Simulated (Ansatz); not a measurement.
## Trial structures of HfWS4: starts and ends

Level of theory: Ansatz 0.2.0, DFT PBE, scalar-relativistic, plane waves, PAW. Settings: cutoff 420 eV, Γ-centred meshes spaced at most about 0.3 Å⁻¹, and about 0.25 Å⁻¹ or finer for metals (2π included), Gaussian smearing. No spin polarisation in the final relaxations.

Each guess was relaxed in cell and atoms at zero pressure, within the symmetry of its start. All energies are static (0 K, no zero-point motion). Coordination counts S atoms around Hf and W (those within 1.25 times the shortest such distance or 1.15 times the sum of covalent radii, 1.27 where that leaves under three; the shortest distance is added where it exceeds 1.18 times the sum of covalent radii).

```
guess     made from  start group  V start (Å³/atom)  end group  V end (Å³/atom)  coordination at the end  gap on mesh (eV)  E over the lowest end (meV/atom)
    1  PrCu4Pd type        P-6m2               21.8      P-6m2             18.8    Hf 15 from 3.6 Å, W 6                 0                              1460
    2   random cell        P-43m               26.7      P-43m             25.4                Hf 4, W 4                 0                               531
    3    NbVB4 type       P6/mmm               18.5          ?                ?                        ?                 ?                                 ?
    4  ZrTaTe4 type        P-3m1               23.5      P-3m1             23.2                Hf 6, W 6                 0                                 0
```

Guess 3 as it starts:

```cif
data_structure
_symmetry_space_group_name_H-M 'P6/mmm'
_symmetry_Int_Tables_number 191
_cell_length_a 3.9473
_cell_length_b 3.9473
_cell_length_c 8.2212
_cell_angle_alpha 90.000
_cell_angle_beta 90.000
_cell_angle_gamma 120.000
_cell_volume 110.93
loop_
_atom_site_label
_atom_site_type_symbol
_atom_site_symmetry_multiplicity
_atom_site_Wyckoff_symbol
_atom_site_fract_x
_atom_site_fract_y
_atom_site_fract_z
_atom_site_occupancy
Hf1 Hf 1 b 0.00000 0.00000 0.50000 1
W1 W 1 a 0.00000 0.00000 0.00000 1
S1 S 4 h 0.33333 0.66667 0.73408 1
```

Question: Fill in the missing row: what does this guess relax into, and where does it rank?

Answer: It ends in space group P6/mmm (No. 191), with a = 4.294 Å, c = 5.944 Å, 15.8 Å³/atom and no gap. It lies 1.43 eV/atom over the lowest end, above guess 2 and below guess 1. Counting S atoms around Hf and W, this end has Hf 12, W 12 and the lowest (guess 4) has Hf 6, W 6.

Space group P6/mmm (No. 191). a = 4.294 Å, b = 4.294 Å, c = 5.944 Å, α = 90.00°, β = 90.00°, γ = 120.00°
| atom | site | symmetry | x | y | z |
| --- | --- | --- | --- | --- | --- |
| Hf | 1b | 6/mmm | 0.0000 | 0.0000 | 0.5000 |
| W | 1a | 6/mmm | 0.0000 | 0.0000 | 0.0000 |
| S | 4h | 3m. | 0.3333 | 0.6667 | 0.7613 |

The zero of energy is the elements' standard structures at the same level; no fitted shifts are applied.

Question: Is the lowest end bound against the elements?

Answer: Yes: its formation energy is −0.98 eV/atom. Whether it is stable depends on the other phases of the system, which aren't compared here.

No dispersion correction is applied, so the spacing and binding between layers, chains or molecules are poorly described (P-3m1), and this can change margins and order among such cells. These runs have no spin–orbit coupling, which can matter for Hf and W. A magnetic state wasn't ruled out in cells without spin, among them P-43m, P6/mmm. The reference form of S is held partly by dispersion forces, which this level lacks. Cells relaxed within their symmetry can be saddle points. A lower structure may well exist outside this small set. Some structure types and database cells were kept out of the candidates from the start, so a known form may be missing.
